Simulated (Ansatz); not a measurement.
## Property card for NaBi

NaBi:
```
CELL_PARAMETERS angstrom
      3.32599     0.00000     0.00000
      0.00000     3.32599     0.00000
      0.00000     0.00000     4.79654
ATOMIC_POSITIONS crystal
  Na 0.50000 0.50000 0.50000
  Bi 0.00000 0.00000 0.00000
```

Space group P4/mmm (No. 123), L1₀ or tetragonal B2; conventional cell a = 3.3260 Å, b = 3.3260 Å, c = 4.7965 Å, α = 90.00°, β = 90.00°, γ = 90.00°.

Method: LDA in the plane-wave PAW code Ansatz. Structure relaxed to zero pressure with the same functional. Other levels are named where they apply.

**Cell and energy**

```yaml
volume_per_atom: 26.53 Å³
density: 7.26 g/cm³
Formation energy from the elements (no fitted shifts): -0.35 eV/atom
```

**Electronic structure**

```yaml
electronic_character: metallic (no gap)
Density of states at the Fermi level: 0.34 states/eV per atom (mean over ±0.08 eV)
```

**Mechanics**

```yaml
Bulk modulus (Birch–Murnaghan fit): 35.4 GPa
Pressure derivative B′: 4.5
Elastic constants (relaxed ions, GPa): C11 = 80.8, C12 = 25.2, C13 = 16.8, C33 = 54.7, C44 = 12.1, C66 = 8.8
mechanical_stability: stable (all eigenvalues of C positive)
hill_bulk_and_shear_moduli: 36.2 and 15.5 GPa
Young's modulus: 40.7 GPa
Poisson's ratio: 0.31
debye_temperature_from_the_elastic_constants: 163 K
```

**Phonons**

```yaml
highest_zone_centre_frequency: 166 cm^-1
zone_centre_stability: no imaginary mode at Γ
```

The workflow started from a Materials Project entry (that database holds measured and hypothetical structures alike); the Crystallography Open Database copy checked does not list it. With Na and Bi taken as one species the cell has the higher symmetry Fm-3m, so it may be an ordered model of a mixed-site phase. Its standing as an ambient phase is unchecked. Symmetry was held in the LDA relaxation. As this level gives no gap, shear constants depend on the k-mesh and smearing (Fermi–Dirac, 0.1 eV here). As this level gives no gap, phonon frequencies hold no LO–TO term and depend on the k-mesh and smearing (Fermi–Dirac, 0.1 eV here). Axis ratios of metals converge slowly with the k-mesh, so a and c are less sure than the volume. On the denser mesh and wider smearing of the elastic run this cell carries a stress of 0.4 GPa. The references are the lowest solids computed at this level, not always the standard phases. Scalar-relativistic: spin–orbit coupling is off unless named, which matters more the heavier the elements.

Potentials: the later of the program's two PAW sets.
